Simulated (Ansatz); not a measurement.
The relaxed structure here is a generated cell of CuI: the first start was made by placing the elements on the sites of a structure type, and the end was not matched to a known phase here, so it may be hypothetical. Known forms of CuI include space group No. 216.

The end point of a relaxation of CuI. Space group Pnma (No. 62). Level of theory: r2SCAN (plane waves to 500 eV, PAW, scalar-relativistic; Ansatz, a quantum-chemistry and plane-wave program).

```cif
data_Cu4I4
_chemical_formula_sum 'Cu4 I4'
_space_group_name_H-M_alt 'Pnma'
_space_group_IT_number 62
_space_group_name_Hall '-P 2ac 2n'
_cell_length_a 7.07203
_cell_length_b 4.21474
_cell_length_c 7.20175
_cell_angle_alpha 90.000
_cell_angle_beta 90.000
_cell_angle_gamma 90.000
loop_
_space_group_symop_operation_xyz
  'x, y, z'
  '-x, -y, -z'
  '-x+1/2, -y, z+1/2'
  'x+1/2, y, -z+1/2'
  'x+1/2, -y+1/2, -z+1/2'
  '-x+1/2, y+1/2, z+1/2'
  '-x, y+1/2, -z'
  'x, -y+1/2, z'
loop_
_atom_site_label
_atom_site_type_symbol
_atom_site_symmetry_multiplicity
_atom_site_Wyckoff_symbol
_atom_site_fract_x
_atom_site_fract_y
_atom_site_fract_z
_atom_site_occupancy
Cu1 Cu 4 c 0.09727 0.25000 0.94943 1
I1 I 4 c 0.23190 0.25000 0.59256 1
```

### Question
Estimate the band gap that r2SCAN returns for this input.

### Answer
1.80 eV, direct at Γ (no spin-orbit coupling).

No spin polarisation in the result. Without spin-orbit coupling the bands of the heavy element are not split, so the gap can be far off.

The run could not lose the symmetry of its start; a randomly shaken copy of 8 atoms returns to this structure.
